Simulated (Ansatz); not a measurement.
BAs:
```cif
data_AsB
_chemical_formula_sum 'B1 As1'
_space_group_name_H-M_alt 'P 1'
_space_group_IT_number 1
_cell_length_a 3.37133
_cell_length_b 3.37133
_cell_length_c 3.37133
_cell_angle_alpha 60.000
_cell_angle_beta 60.000
_cell_angle_gamma 60.000
loop_
_space_group_symop_operation_xyz
  'x, y, z'
loop_
_atom_site_label
_atom_site_type_symbol
_atom_site_fract_x
_atom_site_fract_y
_atom_site_fract_z
_atom_site_occupancy
B1 B 0.75000 0.75000 0.75000 1
As1 As 0.00000 0.00000 0.00000 1
```

Relaxed with PBEsol.

Give the optical modes at the zone centre with their infrared activity from DFPT, the program Ansatz at the PBEsol level (PAW).

Transverse frequencies, without the LO–TO term; a row sums one degenerate level.

```json
[
 {"ω (cm⁻¹)": "690", "degeneracy": "3", "IR ((D/Å)²/amu)": "1.75", "activity": "IR", "symmetry": "T2"}
]
```

How high does the top mode go among those that the LO–TO term moves?

694 cm⁻¹ for q along x.

Space group F-43m (zinc blende). The cell was relaxed with PBEsol under the symmetry of its start.

Potentials: the earlier of the program's two PAW sets. The files were generated under PBE; for other functionals the program regenerates the frozen cores, and for LDA and PBEsol the local potential too.
